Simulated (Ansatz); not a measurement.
Relaxed-ion elastic tensor of Hf (hcp (Mg type), P6_3/mmc) in GPa (Voigt order), r²SCAN (plane waves, PAW; program Ansatz); density 13.26 g/cm³, 22.35 Å³ per atom.

```json
[
 {"": "1", "1": "188", "2": "76.8", "3": "65.4", "4": "0.0", "5": "0.0", "6": "0.0"},
 {"": "2", "1": "76.8", "2": "188", "3": "65.4", "4": "0.0", "5": "0.0", "6": "0.0"},
 {"": "3", "1": "65.4", "2": "65.4", "3": "205", "4": "0.0", "5": "0.0", "6": "0.0"},
 {"": "4", "1": "0.0", "2": "0.0", "3": "0.0", "4": "58.9", "5": "0.0", "6": "0.0"},
 {"": "5", "1": "0.0", "2": "0.0", "3": "0.0", "4": "0.0", "5": "58.9", "6": "0.0"},
 {"": "6", "1": "0.0", "2": "0.0", "3": "0.0", "4": "0.0", "5": "0.0", "6": "55.5"}
]
```

Question: Is the crystal mechanically stable?

Answer: Yes: the smallest eigenvalue of C is 55.5 GPa.

Question: Work out the Voigt, Reuss and Hill averages.

Answer: K_V = 111, K_R = 111, K_H = 111; G_V = 59.5, G_R = 59.1, G_H = 59.3 GPa.

Question: Give Young's modulus, Poisson's ratio, Pugh's ratio and the universal anisotropy index.

Answer: E = 9KG/(3K + G) = 151 GPa; ν = 0.27; K/G = 1.86 (ductile by the Pugh limit of 1.75); A_U = 5G_V/G_R + K_V/K_R − 6 = 0.03.

Question: Estimate the sound speeds and the Debye temperature.

Answer: v_l = √((K + 4G/3)/ρ) = 3780 m/s, v_t = √(G/ρ) = 2110 m/s, mean 2350 m/s; Θ = (h/k)(3n/4πV)^(1/3) v_m = 249 K.

Question: Solve the Christoffel equation for the three sound speeds along x, y, z.

Answer: Eigenvalues of C_ijkl n_j n_l equal ρv². In km/s, slowest first: x 2.05, 2.11, 3.76; y 2.05, 2.11, 3.76; z 2.11, 2.11, 3.93.

Question: How much does each axis shrink under pressure?

Answer: Linear compressibilities β_i = Σ_j S_ij (j = 1 to 3): x 3.1, y 3.1, z 2.9 per TPa.

The r²SCAN relaxation kept the symmetry of its start; of distortions, only those at the zone centre were tested. The run is not spin-polarised. As this level gives no gap, shear constants depend on the k-mesh and smearing (Fermi–Dirac, 0.1 eV here). Scalar-relativistic: spin–orbit coupling is off unless named, which matters more the heavier the elements.

Potentials: the earlier of the program's two PAW sets.
